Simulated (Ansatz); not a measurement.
BaTi₂Te₂O:
```
CELL_PARAMETERS angstrom
      4.11549     0.00000     0.00000
      0.00000     4.11549     0.00000
      0.00000     0.00000     8.14358
ATOMIC_POSITIONS crystal
  Ba 0.00000 0.00000 0.00000
  Ti 0.50000 0.00000 0.50000
  Ti 0.00000 0.50000 0.50000
  Te 0.50000 0.50000 0.74908
  Te 0.50000 0.50000 0.25092
  O  0.00000 0.00000 0.50000
```

Relaxed with r²SCAN.

### Question
Give the Bader charges and basin volumes of the independent atoms, DFT-r²SCAN in the program Ansatz with PAW potentials.

### Answer


| atom | Bader charge (e) | Bader volume (Å³) |
|---|---|---|
| Ba1 | +1.24 | 28.2 |
| Ti2 | +1.38 | 11.0 |
| Te4 | -1.30 | 37.3 |
| O6 | -1.40 | 13.2 |

Space group P4/mmm. The start of the workflow was typed in or built on a structure type; neither database checked (COD, Materials Project) lists it. Whether it is the stable phase at ambient conditions was not checked. Symmetry was held in the r²SCAN relaxation; its stability against distortions is not shown here. The workflow began spin-polarised and lost its moments. Spin–orbit coupling is left out wherever it is not named.

Potentials: the earlier of the program's two PAW sets. The files were generated under PBE; for other functionals the program regenerates the frozen cores, and for LDA and PBEsol the local potential too.
